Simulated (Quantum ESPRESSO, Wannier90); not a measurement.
WS2 (P6₃/mmc, 2Hc stacking as in molybdenite): Wannier90 run

```
begin unit_cell_cart
ang
    3.1842198219    0.0000000000    0.0000000000
   -1.5921099110    2.7576152570    0.0000000000
    0.0000000000    0.0000000000   12.9782800000
end unit_cell_cart
begin atoms_frac
W    0.3333333333 -0.3333333333  0.2500000000
W   -0.3333333333  0.3333333333 -0.2500000000
S    0.3333333333 -0.3333333333 -0.3702000000
S   -0.3333333333  0.3333333333  0.3702000000
S   -0.3333333333  0.3333333333  0.1298000000
S    0.3333333333 -0.3333333333 -0.1298000000
end atoms_frac
```

Structure: Materials Project mp-224, symmetrised, not relaxed again. COD (Crystallography Open Database) has the formula in 2 space groups, this one among them (matched by group alone). Computed values, not measurements, from PBEsol: Quantum ESPRESSO (norm-conserving PseudoDojo potentials, cutoff 60 Ry, no spin polarisation, no spin-orbit coupling) on a Γ-centred 6×6×4 mesh, then Wannier90. Density: 12×12×4 mesh, cold smearing 0.01 Ry. The cell is built of weakly bound layers, chains or molecules, whose nearest atoms lie 3.84 Å apart. Database cells relaxed without dispersion often hold them too far apart, which can enlarge gaps and weakens couplings between them; spacing and stacking were not compared with the measured crystal. Spin-orbit coupling is left out although heavy elements are present.

Functional, cutoff and mesh named above are those of the base row (PBEsol); the first column says what each row takes instead. Model: 22 functions from bands 13-50, start hydrogen-like W: d; S: p, disentangled but not localised (num_iter = 0), frozen window tied to the conduction edge or Fermi level of each row, as listed, which moves Ω_I and hoppings a little by itself. Energies are relative to the valence-band maximum; the misfit is to pw.x on a path, for states up to 2.2 eV relative to the valence-band maximum. The functional changes, each with its own PseudoDojo files and their cutoffs, on the same cell. The disentangled Ω_I can sit in another minimum from row to row.

```tsv
functional	frozen to (eV)	Ω_I (Å²)	rms misfit (meV)	gap (eV)	bottom of band 13 (eV)	on-site S3 pz minus W1 dz2 (eV)	hopping modulus W1 dyz – S4 py, R = 1 0 0 (eV)	hopping modulus S5 pz – S4 pz, R = 0 0 0 (eV)	hopping modulus W1 dx2-y2 – W1 dx2-y2, R = 1 0 0 (eV)
LDA	2.65	36.19	11	1.15	-7.21	-1.83	1.705	1.146	0.728
PBE	2.72	35.81	11	1.23	-7.21	-1.90	1.714	1.156	0.731
PBEsol	2.69	36.17	11	1.19	-7.24	-1.87	1.712	1.159	0.734
```
